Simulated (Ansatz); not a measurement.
MgB$_{3}$N$_{3}$ in space group C2 (No. 5; Pearson symbol mS28), r²SCAN in the plane-wave PAW code Ansatz, all energies at zero smearing, with the estimated change up to a 700 eV cutoff added, with one set of potentials and settings (totals compare only within such a set). Cell of 14 atoms (6 B, 6 N, 2 Mg): -7114.738 eV.

```
element                reference phase  E (eV/atom)
-------  -----------------------------  -----------
B           R-3m, 12 atoms in the cell    -156.5545
N            Pa-3, 8 atoms in the cell    -384.8341
Mg       P6_3/mmc, 2 atoms in the cell   -1926.4080
```

Formation energy per atom, worked out: (-7114.738 − 6×(-156.5545) − 6×(-384.8341) − 2×(-1926.4080))/14 = -0.971 eV/atom (-94 kJ per mol of atoms), at 0 K, without zero-point energy or fitted corrections.

The start of the workflow was typed in or built on a structure type; neither database checked (COD, Materials Project) lists it. Its standing as an ambient phase is unchecked. The cell was relaxed with r²SCAN under the symmetry of its start; whether a distortion lowers the energy is not shown. The volume moved by 110 % from the start of the relaxation. The references are the lowest solids computed at this level, not always the standard phases (solids in place of the gases).

Potentials: the earlier of the program's two PAW sets.
